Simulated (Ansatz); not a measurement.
## Slab of fcc Pd (100), 5 layers

The slab is cut from the fcc crystal, the stable phase, as relaxed on PAW files (15.34 Å³/atom), with 16 Å of vacuum and a dipole correction:

```
Pd
1.0
     2.78887    0.00000    0.00000
     0.00000    2.78887    0.00000
     0.00000    0.00000   23.88810
Pd
5
Direct
  0.00000 0.00000 0.33489
  0.50000 0.50000 0.41745
  0.00000 0.00000 0.50000
  0.50000 0.50000 0.58255
  0.00000 0.00000 0.66511
```

Computed with Ansatz 0.2.0; functional PBE, scalar-relativistic. Settings: a Γ-centred 12×12×1 k mesh, Fermi–Dirac smearing of 0.05 eV, no spin polarisation. Methods: LAPW: all electrons, basis error target 1 meV/atom; PAW: frozen-core files, cutoff 420 eV.

The bulk energy comes from a cell in the slab's orientation on a 12×12×8 mesh. The surface energy is (E(slab) − N·E(bulk))/2A at zero smearing, the mean of both faces; thin slabs carry quantum-size effects.

Q: As cut, the LAPW slab lies 1.506 eV above 5 atoms of bulk. What surface energy is that?

A: Over two faces of 7.78 Å² it is 96.8 meV/Å², and times 16.02 J/m² per eV/Å² that gives γ = 1.551 J/m².

Q: What do relaxation and the other method give, and what work function comes out?

A: 

```csv
method,γ as cut (J/m²),γ relaxed (J/m²),Φ as cut (eV),Φ relaxed (eV)
LAPW,1.551,1.544,5.11,5.11
PAW,1.548,1.541,5.11,5.11
```

Q: How do the spacings between the planes relax?

A: From the bottom face up: d12 -1.6 % of 1.972 Å, d23 -0.7 % of 1.972 Å, d34 -0.7 % of 1.972 Å, d45 -1.6 % of 1.972 Å.

Q: What changes if relativity is switched off, at the same positions?

A: LAPW then gives: no gap, work function 4.84 eV.

Q: What changes if the vacuum is set to 22 Å?

A: LAPW then gives: no gap, work function 5.11 eV; PAW: no gap, work function 5.11 eV.

Q: A 3d core hole is made on one atom of each kind in every 1×1 cell (PAW hole dataset, neutral cell, valence without spin). What does it cost by layer?

A: layer 1 334.25 eV, layer 2 334.68 eV, layer 3 334.70 eV. Shifts between layers mean more than the absolute values, and a whole layer of holes screens otherwise than one hole.

Q: In the relaxed 1×1 cell, replace the outer, then the middle Pd by Ag, which changes a whole layer. What shift does this Z+1 picture give?

A: E(outer) − E(middle) = -0.39 eV by LAPW and -0.38 eV by PAW; a positive value puts the surface line at higher binding energy.
